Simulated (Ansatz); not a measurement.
MgH2:
```
CELL_PARAMETERS angstrom
      4.42912     0.00000     0.00000
      0.00000     4.42912     0.00000
      0.00000     0.00000     2.97317
ATOMIC_POSITIONS crystal
  Mg 0.50000 0.50000 0.50000
  Mg 0.00000 0.00000 0.00000
  H  0.69561 0.69561 0.00000
  H  0.30439 0.30439 0.00000
  H  0.80439 0.19561 0.50000
  H  0.19561 0.80439 0.50000
```

Relaxed with LDA. Special points in fractions of this cell's reciprocal vectors: Γ (0.000, 0.000, 0.000); X (0.000, 0.500, 0.000); M (0.500, 0.500, 0.000); Z (0.000, 0.000, 0.500); R (0.000, 0.500, 0.500); A (0.500, 0.500, 0.500).

Problem. List the band energies nearest the valence-band maximum at these points for plane-wave PAW LDA (Ansatz code).

Solution. In eV from the valence-band maximum; about four levels below and three above (degenerate sets whole), none deeper than 8.9 eV; points with the same levels are listed once.

```json
[
 {"k": "Γ", "below": "-6.88 -1.57 -1.57 -0.50", "above": "4.32 4.95 9.11 9.11"},
 {"k": "X", "below": "-5.18 -5.18 -0.56 -0.56", "above": "5.09 5.09 10.05 10.05"},
 {"k": "M", "below": "-4.02 -4.02 -3.01 -3.01", "above": "9.11 9.11 9.27 9.27"},
 {"k": "Z", "below": "-3.29 -3.29 -0.10 -0.10", "above": "6.22 6.22 6.55 6.55"},
 {"k": "R", "below": "-2.47 -2.47 -1.25 -1.25", "above": "4.99 4.99 6.66 6.66"},
 {"k": "A", "below": "-2.02 -2.02 -1.08 -1.08", "above": "3.60 3.60 3.79 3.79"}
]
```

Space group P4_2/mnm (rutile). Symmetry was held in the LDA relaxation; phonons on a q-mesh show no instability.

Potentials: the later of the program's two PAW sets.
